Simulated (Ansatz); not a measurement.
CoW (rock salt, space group No. 225), PBEsol in the plane-wave PAW code Ansatz, all energies at zero smearing, with the estimated change up to a 700 eV cutoff added, with one set of potentials and settings (totals compare only within such a set). Cell of 2 atoms (1 Co, 1 W): -15347.857 eV.

| element | reference phase | E (eV/atom) |
|---|---|---|
| Co | P6_3/mmc, 2 atoms in the cell, spin-polarised | -5092.9959 |
| W | Im-3m, 1 atoms in the cell | -10256.5620 |

Formation energy per atom, worked out: (-15347.857 − 1×(-5092.9959) − 1×(-10256.5620))/2 = 0.851 eV/atom (82 kJ per mol of atoms), at 0 K, without zero-point energy or fitted corrections.

Space group Fm-3m (rock salt). The start of the workflow was typed in or built on a structure type; neither database checked (COD, Materials Project) lists it. Whether it is the stable phase at ambient conditions was not checked. Symmetry was held in the PBEsol relaxation. At this level the phase is mechanically unstable. The workflow began spin-polarised and lost its moments. Its formation energy is positive at this level, so the cell may be metastable or incomplete. The references are the lowest solids computed at this level, not always the standard phases. Spin–orbit coupling is left out wherever it is not named.

Potentials: the later of the program's two PAW sets.
